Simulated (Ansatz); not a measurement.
Ga2O3 (corundum, space group No. 167), the program Ansatz at the PBE level (PAW), all energies at zero smearing, with the estimated change up to a 700 eV cutoff added, with one set of potentials and settings (totals compare only within such a set). Cell of 10 atoms (4 Ga, 6 O): -18539.894 eV.

```
element                            reference phase  E (eV/atom)
-------  -----------------------------------------  -----------
Ga                       Cmce, 4 atoms in the cell   -3783.0259
O        C2/m, 4 atoms in the cell, spin-polarised    -565.0042
```

Formation energy per atom, worked out: (-18539.894 − 4×(-3783.0259) − 6×(-565.0042))/10 = -1.777 eV/atom (-171 kJ per mol of atoms), at 0 K, without zero-point energy or fitted corrections.

Space group R-3c (corundum). The cell was relaxed with PBE under the symmetry of its start. The references are the lowest solids computed at this level, not always the standard phases (solids in place of the gases).

Potentials: the earlier of the program's two PAW sets.
